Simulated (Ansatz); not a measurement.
Cu Kα1 powder pattern (kinematic, no thermal factors).
2θ (°) (relative intensity): 13.88 (40), 18.95 (60), 23.57 (71), 27.98 (52), 33.13 (100), 34.01 (28), 36.08 (24), 38.44 (10), 41.06 (16), 42.52 (2), 43.90 (90), 46.93 (11), 48.21 (10), 51.63 (8), 53.74 (15), 54.94 (7), 57.83 (6), 58.65 (6), 59.18 (18), 59.74 (11), 61.11 (5), 61.42 (5), 66.70 (25), 68.29 (23), 69.04 (7), 69.53 (11), 71.30 (3), 71.59 (3), 72.81 (3), 74.55 (6), 75.56 (3), 76.53 (16), 77.56 (3), 79.70 (5), 81.19 (5), 82.35 (1), 83.86 (2), 84.04 (2), 85.02 (2), 86.97 (2), 87.43 (12), 88.13 (4), 89.07 (2)

The pattern is computed from a structure relaxed with DFT PBE, scalar-relativistic, plane waves, PAW (Ansatz 0.2.0). No spin polarisation. Its elements are Mg, Te.

Task: Give the structure.

Result: Mg$_{5}$Te.
Space group P6/mmm (No. 191). a = 5.404 Å, b = 5.404 Å, c = 6.373 Å, α = 90.00°, β = 90.00°, γ = 120.00°
| atom | site | symmetry | x | y | z |
| --- | --- | --- | --- | --- | --- |
| Mg | 2c | -6m2 | 0.3333 | 0.6667 | 0.0000 |
| Mg | 2d | -6m2 | 0.3333 | 0.6667 | 0.5000 |
| Mg | 1b | 6/mmm | 0.0000 | 0.0000 | 0.5000 |
| Te | 1a | 6/mmm | 0.0000 | 0.0000 | 0.0000 |

A pattern alone doesn't exclude other cells with like lines; this is the one computed.

It was reached by relaxing an invented guess, and it needn't be the stable form of this composition.
